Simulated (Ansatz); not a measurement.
LaI (NiAs type, P6_3/mmc) at seven volumes, DFT-r²SCAN in the program Ansatz with PAW potentials, shape and atoms relaxed at each. One row is withheld.

```csv
V (Å³/atom),P (GPa)
30.498,5.18
31.503,3.16
32.508,?
33.514,0.00
34.519,-1.21
35.525,-2.23
36.530,-3.07
```

Q: Fit the shown pressures and predict the withheld one.

A: Third-order Birch–Murnaghan: P = (3/2)B₀(x^(7/2) − x^(5/2))[1 + (3/4)(B′ − 4)(x − 1)] with x = (V₀/V)^(2/3). Least squares on the six rows gives V₀ = 33.515 Å³/atom, B₀ = 43.86 GPa, B′ = 4.78. At V = 32.508, x = 1.0205 and P = 1.44 GPa. The run itself gave 1.44 GPa.

The workflow started from an entry of the Crystallography Open Database (COD). Its standing as an ambient phase is unchecked. The cell was relaxed with r²SCAN under the symmetry of its start; whether a distortion lowers the energy is not shown. Scalar-relativistic: spin–orbit coupling is off unless named, which matters more the heavier the elements.

Potentials: the later of the program's two PAW sets.
